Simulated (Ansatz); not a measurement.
ScAgSe₂:
Space group P-3m1 (No. 164); a = 3.8962 Å, b = 3.8962 Å, c = 6.6264 Å, α = 90.00°, β = 90.00°, γ = 120.00°

```tsv
atom	site	symmetry	x	y	z
Sc	1a	-3m.	0.0000	0.0000	0.0000
Ag	1b	-3m.	0.0000	0.0000	0.5000
Se	2d	3m.	0.3333	0.6667	0.2317
```

Relaxed with r²SCAN.

Question: Tabulate the valence density and the electron localisation function along the shortest Sc–Ag contact (3.31 Å), r²SCAN (plane waves, PAW; program Ansatz).

Answer: 

| distance from Sc (Å) | density (e/Å³) | ELF |
|---|---|---|
| 0.33 | 6.50 | 0.45 |
| 0.50 | 4.55 | 0.71 |
| 0.66 | 2.30 | 0.72 |
| 0.83 | 0.86 | 0.50 |
| 0.99 | 0.29 | 0.14 |
| 1.16 | 0.13 | 0.03 |
| 1.33 | 0.09 | 0.03 |
| 1.49 | 0.08 | 0.06 |
| 1.66 | 0.09 | 0.10 |
| 1.82 | 0.12 | 0.13 |
| 1.99 | 0.17 | 0.14 |
| 2.15 | 0.29 | 0.17 |
| 2.32 | 0.62 | 0.27 |
| 2.48 | 1.66 | 0.40 |
| 2.65 | 4.30 | 0.52 |
| 2.82 | 8.75 | 0.62 |
| 2.98 | 14.26 | 0.72 |

The density is the valence pseudo-density with augmentation charge, so density and ELF within about 1 Å of a nucleus are not all-electron values.

The workflow started from a Materials Project entry (that database holds measured and hypothetical structures alike); the Crystallography Open Database copy checked does not list it. With Sc and Ag taken as one species the cell has the higher symmetry P6_3/mmc, so it may be an ordered model of a mixed-site phase. Whether it is the stable phase at ambient conditions was not checked. Symmetry was held in the r²SCAN relaxation; its stability against distortions is not shown here. The run is not spin-polarised.

Potentials: the later of the program's two PAW sets.
